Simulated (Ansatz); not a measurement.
BP in space group P-6m2 (No. 187; B on 1a, P on 1f) under volume change, PBE in the plane-wave PAW code Ansatz, shape and atoms relaxed at each volume.

```json
[
 {"V (Å³/atom)": "9.488", "E − E(relaxed) (meV/atom)": "43.8", "P (GPa)": "16.60"},
 {"V (Å³/atom)": "9.801", "E − E(relaxed) (meV/atom)": "17.8", "P (GPa)": "10.17"},
 {"V (Å³/atom)": "10.114", "E − E(relaxed) (meV/atom)": "___", "P (GPa)": "___"},
 {"V (Å³/atom)": "10.427", "E − E(relaxed) (meV/atom)": "0.0", "P (GPa)": "-0.17"},
 {"V (Å³/atom)": "10.739", "E − E(relaxed) (meV/atom)": "4.4", "P (GPa)": "-4.26"},
 {"V (Å³/atom)": "11.052", "E − E(relaxed) (meV/atom)": "16.2", "P (GPa)": "-7.67"},
 {"V (Å³/atom)": "11.365", "E − E(relaxed) (meV/atom)": "___", "P (GPa)": "___"}
]
```

Question: Some entries are withheld; supply them.

Answer: 
- 10.114, E − E(relaxed) (meV/atom): 3.6
- 10.114, P (GPa): 4.53
- 11.365, E − E(relaxed) (meV/atom): 34.0
- 11.365, P (GPa): -10.44

Question: What does a third-order Birch–Murnaghan fit give for V₀, B₀ and B′?

Answer: V₀ = 10.41 Å³/atom, B₀ = 146 GPa, B′ = 4.4.

The cell is a constructed one: a structure type filled with these elements; neither database checked (COD, Materials Project) lists it. It is not the phase usual at ambient conditions (space group No. 216). The cell keeps a stress of up to 0.2 GPa. The cell was relaxed with PBE under the symmetry of its start; whether a distortion lowers the energy is not shown.

Potentials: the later of the program's two PAW sets.
